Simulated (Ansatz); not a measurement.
Given:

MoRu:
```yaml
crystal:
  lattice:
    - [0.00000, 2.52159, 2.52159]
    - [2.52159, 0.00000, 2.52159]
    - [2.52159, 2.52159, 0.00000]
  atoms:
    - { symbol: Ru, position: [0.00000, 0.00000, 0.00000] }
    - { symbol: Mo, position: [0.50000, 0.50000, 0.50000] }
```

This is the PBEsol-relaxed structure.

Question: All from the program Ansatz at the PBEsol level (PAW), unless another level is named. Give the formation energy from the elements (no fitted shifts).

Answer: 0.95 eV/atom.

Question: What about the density of states at the Fermi level?

Answer: 0.94 states/eV per atom (mean over ±0.08 eV).

Space group Fm-3m (rock salt). The start of the workflow was typed in or built on a structure type; neither database checked (COD, Materials Project) lists it. Its standing as an ambient phase is unchecked. Symmetry was held in the PBEsol relaxation. At this level the phase is mechanically unstable. No spin polarisation was allowed. Its formation energy is positive at this level, so the cell may be metastable or incomplete. The references are the lowest solids computed at this level, not always the standard phases. Spin–orbit coupling is left out wherever it is not named.

Potentials: the earlier of the program's two PAW sets. The files were generated under PBE; for other functionals the program regenerates the frozen cores, and for LDA and PBEsol the local potential too.
